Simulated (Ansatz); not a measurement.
This run works on a generated trial structure, not on a known crystal.

Input and command of a plane-wave DFT calculation in Ansatz:

```yaml
crystal:
  lattice:
    - [5.1776647989, 0.0, -0.2037051144]
    - [0.0, 5.1892563552, 0.0]
    - [-2.2698369623, 0.0, 9.7497358099]
  atoms:
    - { symbol: K, position: [0.1575326155, 0.5, 0.2739809698] }
    - { symbol: Tl, position: [0.4440671259, 0.5, 0.8460875932] }
    - { symbol: Tl, position: [0.945701044, 0.0, 0.8484200369] }
    - { symbol: Tl, position: [0.563946515, 0.0, 0.0798137238] }
    - { symbol: In, position: [0.8270896491, 0.5, 0.6175534888] }
    - { symbol: In, position: [0.7325572946, 0.0, 0.4238045661] }
    - { symbol: In, position: [0.3291057558, 0.0, 0.6139953015] }
basis:
  ecutwfc: 420
kpoints:
  mp_grid: { grid: [6, 6, 4] }
hamiltonian:
  xc: pbe
scf:
  occupations: { method: gaussian, width: 0.1 }
output:
  forces: true
  stress: true
  eigenvalues: true
relax:
  adjacent_minimum: "off"
  f_tol: 0.01
  max_steps: 30
  cell: { stress_tol: 0.1, fix: [volume] }
```

```bash
ansatz run input.yaml --threads 1 --pin off --max-ram 2560MiB --backend cpu --events-out ev --progress --plain --runs-dir out
```

Processor: Intel(R) Xeon(R) 6975P-C (Granite Rapids), 1 thread, on a host shared with other jobs.

Estimate time, memory and problem size.

About 3.2 min, peak memory 0.88 GiB. It solves 53 bands at 56 k points (after reduction by symmetry) with about 5095 plane waves, in 35 SCF iterations over 6 ionic steps.
